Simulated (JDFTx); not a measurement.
Au(111) slab cut from bulk Au (space group Fm-3m, indices of the conventional cell, lattice of the Materials Project entry mp-81, not re-optimised): 3 atoms in 3 planes, a 1x1 cell of 7.53 Å² (|a| = 2.950, |b| = 2.950 Å), 4.8 Å between the outermost planes, cell height 20.8 Å, 8×8×1 k mesh, Fermi smearing 0.01 Ha, no spin polarisation.

Level of theory: PBE, GBRV ultrasoft potentials, plane waves to 20/100 Ha; code: a modified build of JDFTx. Liquid: linear PCM (GLSSA13), water, 2 M NaCl; nuclei fixed. Potentials are counted from the potential of zero charge; σ repeats to about 1 %.

| U − U_pzc (V) | σ (μC/cm², per face) |
|---|---|
| -0.65 | -8.00 |
| -0.48 | -6.00 |
| -0.13 | withheld |
| 0.32 | 4.33 |
| 0.52 | 7.20 |
| 0.92 | 13.34 |

Question: Fit σ = C₀x + bx² (x = U − U_pzc) to the other rows by least squares, predict the withheld value, and compare with the run.

Answer: The fit gives C₀ (μF/cm²) = 13.2, b (μF/cm²/V) = 1.40, with a root-mean-square miss of 0.03 μC/cm² on its own rows. It predicts -1.7 μC/cm²; the run gives -1.7 μC/cm², the same to these digits.
